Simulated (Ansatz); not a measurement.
MgS:
```
MgS
1.0
    0.00000     2.83100     2.83100
    2.83100     0.00000     2.83100
    2.83100     2.83100     0.00000
Mg S
1 1
Direct
  0.00000   0.00000   0.00000
  0.25000   0.25000   0.25000
```

Relaxed with r²SCAN.

Q: Give the Bader charges and basin volumes of the independent atoms, DFT-r²SCAN in the program Ansatz with PAW potentials.

A: 

```json
[
 {"atom": "Mg1", "Bader charge (e)": "+1.68", "Bader volume (Å³)": "6.3"},
 {"atom": "S2", "Bader charge (e)": "-1.68", "Bader volume (Å³)": "39.0"}
]
```

Space group F-43m (zinc blende). The first step of the workflow began from a Materials Project structure, measured or hypothetical; the Crystallography Open Database copy checked does not list it. COD files the formula under space group No. 225. Its standing as an ambient phase is unchecked. The cell was relaxed with r²SCAN under the symmetry of its start; its stability against distortions is not shown here.

Potentials: the later of the program's two PAW sets.
